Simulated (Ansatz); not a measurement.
Input for Ansatz (plane-wave DFT, PAW):

```yaml
crystal:
  lattice:
    - [4.836962, 0.0, 0.0]
    - [0.0, 4.836962, 0.0]
    - [0.0, 0.0, 4.836962]
  atoms:
    - { symbol: In, position: [0.5, 0.5, 0.0] }
    - { symbol: In, position: [0.5, 0.0, 0.5] }
    - { symbol: In, position: [0.0, 0.5, 0.5] }
    - { symbol: Sb, position: [0.0, 0.0, 0.0] }
basis:
  ecutwfc: 420
kpoints:
  mp_grid: { grid: [4, 4, 4] }
hamiltonian:
  xc: pbesol
  dispersion: d3bj
scf:
  occupations: { method: gaussian, width: 0.1 }
output:
  forces: true
  stress: true
  eigenvalues: true
```

Run as
```bash
ansatz run input.yaml --threads 1 --pin off --max-ram 2560MiB --backend cpu --events-out ev --progress --plain --runs-dir out
```

Theory: DFT PBEsol+D3(BJ), scalar-relativistic, plane waves, PAW (Ansatz 0.2.0).

From the run's log, abridged:

```
Pseudopotentials: kind: paw
Pseudopotential: In, paw, valence charge 13, recommended cutoff 420 eV (normal)
Pseudopotential: Sb, paw, valence charge 15, recommended cutoff 420 eV (normal)
Functional definition: PBEsol
Crystal: 4 atoms, lattice volume = 113.167 Å³
Basis set: ecut = 420 eV, 2205 PW (Γ), exchange–correlation on 72×72×72 points (8 copies of the dense FFT grid, shifted against one another)
Bands: 33, of which v1, the nominal top of the filled ones, is band 27 counted from 1 (26 counted from 0)
Symmetry: 48 space group operations
Space group: Pm-3m (ITA 221), of the structure as read, at distance tolerance 4.8e-5 Å
k-points: 10 of 64
Initial density: superposition of atomic densities (neutral atoms: chi_scale 0, normalization atom), corrected by the library's trained network
Initial wavefunctions: pseudopotential atomic-orbital guess
Functional: x = pbesol(κ = 0.804, μ = 0.12345679), c = pbesol(β = 0.046)
SCF iter   1: F=—  HF=-22985.561691 eV  |F-HF|=—  |Δ(HF+E_count)|=         —  Δρ=2.64e-3  dr2=9.56e-3  ethr=1.77e-3  ⟨swp⟩=7.2  Hψ=1397  notcnv=0
SCF iter   2: F=—  HF=-22985.553294 eV  |F-HF|=—  |Δ(HF+E_count)|=   8.40e-3  Δρ=1.53e-3  dr2=3.46e-3  ethr=1.77e-5  ⟨swp⟩=2.7  Hψ=667  notcnv=0  defer=1
SCF iter   3: F=—  HF=-22985.552216 eV  |F-HF|=—  |Δ(HF+E_count)|=   1.08e-3  Δρ=5.94e-4  dr2=2.50e-4  ethr=6.41e-6  ⟨swp⟩=2.0  Hψ=590  notcnv=0  defer=1
SCF iter   4: F=—  HF=-22985.552137 eV  |F-HF|=—  |Δ(HF+E_count)|=   7.96e-5  Δρ=2.68e-4  dr2=1.06e-4  ethr=4.63e-7  ⟨swp⟩=2.0  Hψ=594  notcnv=0  defer=1
SCF iter   5: F=—  HF=-22985.552113 eV  |F-HF|=—  |Δ(HF+E_count)|=   2.40e-5  Δρ=1.57e-4  dr2=2.68e-5  ethr=1.95e-7  ⟨swp⟩=2.1  Hψ=542  notcnv=0  defer=1
SCF iter   6: F=—  HF=-22985.552095 eV  |F-HF|=—  |Δ(HF+E_count)|=   1.79e-5  Δρ=3.13e-5  dr2=1.25e-6  ethr=4.97e-8  ⟨swp⟩=2.0  Hψ=577  notcnv=0  defer=1
SCF iter   7: F=-22985.552094 eV  HF=-22985.552094 eV  |F-HF|=3.84e-9  |Δ(HF+E_count)|=   3.98e-7  Δρ=3.21e-6  dr2=1.66e-8  ethr=1.85e-10  ⟨swp⟩=7.3  Hψ=1683  notcnv=0
SCF 1 converged in 7 iterations: F = -22985.552094 eV  dr2 = 1.66e-8
SCF converged after 7 iterations
Free energy (F): -22985.552094 eV
Harris-Foulkes:  -22985.552094 eV  (|F-HF|=3.84e-9)
Internal energy: -22985.527737 eV  (E = F + TS)
E sigma→0 (E₀):  -22985.539916 eV
Entropy (-TS):   -0.024358 eV (-6.089 meV/atom)
Fermi energy:    9.576670 eV
--- Per-component energies (eV) ---
  E_band       = -269.960662
  E_kinetic    = 928.264774
  E_local      = -4865.774817  (includes V_loc(G=0)·N_el)
  E_nonlocal   = 1465.768603
  E_hartree    = 1992.301291
  E_xc         = -778.478928
  E_vxc        = -396.135602  (∫ρ·V_xc dr)
  E_paw        = -16742.003544  (= ΣΔE_a)
  E_vpaw       = -1386.689784  (= ΣTr[D̂ρ^β])
  E_aug_tail   = 0.000073  (compensation charges beyond the density's cutoff)
  E_ewald      = -4985.181514
  E_disp       = -1.463240  (pairwise vdW)
  E_core_change = 1.039565  (= ΣΔE_core)
  E_smearing   = -0.024358  (= −TS)
--- Forces (eV/Å), atoms counted from 1 ---
  atom   1  In     0.00000000     0.00000000     0.00000000
  atom   2  In     0.00000000     0.00000000     0.00000000
  atom   3  In     0.00000000     0.00000000     0.00000000
  atom   4  Sb     0.00000000     0.00000000     0.00000000
--- Stress (GPa, compression-positive) ---
       -5.327238       0.000000       0.000000
        0.000000      -5.327238       0.000000
        0.000000       0.000000      -5.327238
  P = ⅓ Tr σ = -5.3272 GPa (-53.272 kbar)
--- Band table (eV; the first three rows and the last of 10) ---
  k-point 0: bands = ["-19.3711", "-19.3711", "-19.3711", "-19.3703", "-19.3703", "-5.2106", "-5.2065", "-5.2065", "-5.2065", "-5.0702", "-5.0702", "-4.9581", "-4.9581", "-4.9581", "-4.9101", "-4.9101", "-4.8238", "-4.8020", "-4.8020", "-4.8020", "-1.0241", "4.0195", "6.5697", "6.5697", "6.5697", "7.0067", "7.0067", "11.6397", "11.6397", "11.6397", "13.2022", "13.2022", "13.2022"]
  k-point 1: bands = ["-19.3711", "-19.3711", "-19.3711", "-19.3702", "-19.3698", "-5.1984", "-5.1686", "-5.1550", "-5.1550", "-5.0645", "-5.0369", "-4.9663", "-4.9641", "-4.9641", "-4.9423", "-4.9097", "-4.8630", "-4.8630", "-4.8515", "-4.8020", "-0.7092", "2.9900", "5.4754", "7.0160", "7.0160", "7.2371", "9.6498", "10.6098", "10.6098", "10.9029", "11.5452", "13.0375", "13.0375"]
  k-point 2: bands = ["-19.3712", "-19.3712", "-19.3711", "-19.3702", "-19.3693", "-5.1897", "-5.1085", "-5.0505", "-5.0457", "-5.0457", "-5.0060", "-5.0060", "-5.0014", "-4.9856", "-4.9751", "-4.9458", "-4.9458", "-4.9134", "-4.8932", "-4.8020", "-0.2104", "1.8682", "5.4606", "7.5548", "7.8592", "7.8592", "9.1793", "9.1793", "9.5473", "10.4681", "13.7361", "13.8510", "13.8510"]
  k-point 9: bands = ["-19.3715", "-19.3715", "-19.3715", "-19.3688", "-19.3688", "-5.1590", "-5.1222", "-5.1222", "-5.1222", "-5.0824", "-5.0824", "-5.0824", "-4.9456", "-4.9456", "-4.9456", "-4.9230", "-4.9230", "-4.8254", "-4.8254", "-4.8254", "0.8981", "4.9734", "4.9734", "4.9734", "5.4629", "5.4629", "5.4629", "6.2647", "14.6114", "14.6114", "14.6114", "17.1758", "17.1758"]
```

The run converged.

The run took 2.4 s on 1 thread of Intel(R) Xeon(R) Platinum 8488C (Sapphire Rapids) (shared host), peak memory 0.41 GiB.

The k mesh is coarse.